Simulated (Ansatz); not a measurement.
## Ru: from a starting cell to a relaxed one

The start is a generated trial cell of Ru in the beta-Sn structure type. A full variable-cell relaxation at zero pressure is run with PBEsol (plane waves to 420 eV, PAW, scalar-relativistic; Ansatz, a quantum-chemistry and plane-wave program). First-step values are on the input's coarse k-mesh.

Ansatz input (later rounds restart from its end on a renewed k-mesh):
Ansatz 0.2 input:
```yaml
crystal:
  lattice:
    - [-2.350756, 2.350756, 1.282601]
    - [2.350756, -2.350756, 1.282601]
    - [2.350756, 2.350756, -1.282601]
  atoms:
    - { symbol: Ru, position: [0.75, 0.25, 0.5] }
    - { symbol: Ru, position: [0, 0, 0] }
basis: { ecutwfc: 420, ecutrho_ratio: 4, xc_grid: 2, fft_grid_basis: typed }
kpoints: { mp_grid: { grid: [14, 14, 14] } }
hamiltonian:
  xc: pbesol
  dispersion: none
  pseudopotentials: { kind: paw }
scf: { occupations: { method: fermi_dirac, width: 0.05 } }
relax: { f_tol: 0.01, max_steps: 100, cell: { stress_tol: 0.02 } }
output: { forces: true, stress: true }
```

Question: What pressure does the first self-consistent step give?

Answer: +13.4 GPa (positive: the cell is compressed).

Question: How much energy is released per atom?

Answer: 0.04 eV/atom.

Question: How does the volume per atom move from start to end?

Answer: +5.4 %, from 14.18 to 14.94 Å³/atom.

Question: How do the shortest distances between atoms change?

Answer: The closest pairs of elements (up to four, under 3.6 Å), start → end: Ru–Ru 2.44 → 2.44 Å.

Question: Is the relaxed structure metallic? Give its gap.

Answer: No gap (metallic).

Question: Write out the relaxed structure.

Answer: 
```cif
data_Ru4
_chemical_formula_sum 'Ru4'
_space_group_name_H-M_alt 'I41/amd :1'
_space_group_IT_number 141
_space_group_name_Hall 'I 4bw 2bw -1bw'
_cell_length_a 4.67753
_cell_length_b 4.67753
_cell_length_c 2.73096
_cell_angle_alpha 90.000
_cell_angle_beta 90.000
_cell_angle_gamma 90.000
loop_
_atom_site_label
_atom_site_type_symbol
_atom_site_symmetry_multiplicity
_atom_site_Wyckoff_symbol
_atom_site_fract_x
_atom_site_fract_y
_atom_site_fract_z
_atom_site_occupancy
Ru1 Ru 4 a 0.00000 0.00000 0.00000 1
```
(The calculation used a cell of 2 atoms; values per cell refer to that cell.)

The space group stays I4₁/amd (No. 141) (the run could not lower it); the end is AFLOW prototype A_tI4_141_a (A5, as in Sn), with 2 atoms in the primitive cell. Final values are on a 20×20×20 k-mesh of the relaxed cell. No spin polarisation in the result.

The run could not lose the symmetry of its start: the end is stationary, and may be a saddle point rather than a minimum.

All atoms sit on sites fixed by symmetry, so only the cell could relax.

The relaxed structure here is a generated cell of Ru: the first start was made by placing the elements on the sites of a structure type, and the end was not matched to a known phase here, so it may be hypothetical. Known forms of Ru include space group No. 194.
